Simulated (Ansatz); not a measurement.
Si vacancy in LaCoSi3

Level of theory: r2SCAN, no spin polarisation, scalar-relativistic; Ansatz, plane waves to 500 eV (PAW set soft_2), k-mesh 4×4×2 shifted by half a step.

The relaxed host crystal (no gap at this level of theory):

```
CELL_PARAMETERS angstrom
-2.08375 2.08375 4.82101
2.08375 -2.08375 4.82101
2.08375 2.08375 -4.82101
ATOMIC_POSITIONS crystal
Co 0.66208 0.66208 0.00000
La 0.00484 0.00484 0.00000
Si 0.42544 0.42544 0.00000
Si 0.26132 0.76132 0.50000
Si 0.76132 0.26132 0.50000
```

Supercell of 20 atoms, rows of the matrix [[-1,1,0],[-1,-1,-2],[-1,-1,0]] times the cell vectors; Si vacancy at (0.425, 0.425, 0.000) in fractions of the cell above. Atoms are relaxed at the host's cell, from a start shaken by 0.03 Å near the defect.

Distances from the empty Si site (Å), by shell of the perfect crystal:

| shell | perfect crystal | relaxed, charge 0 |
| --- | --- | --- |
| 1 Co | 2.28 | 2.37 |
| 4 Si | 2.62 | 2.76 |

```tsv
charge	gap of the cell on the mesh (eV)
0	0.02
```

Formation energy of the neutral defect: 1.58 eV, taking atoms from and to the elements' standard states (no corrections for gases), so it belongs to those chemical potentials alone.

Caveats: a metal with Cr, Mn, Fe, Co or Ni was run without spin, and may be magnetic; small supercell, so energies and levels can be off by tenths of an eV; one random start near the defect, so other minima are possible.
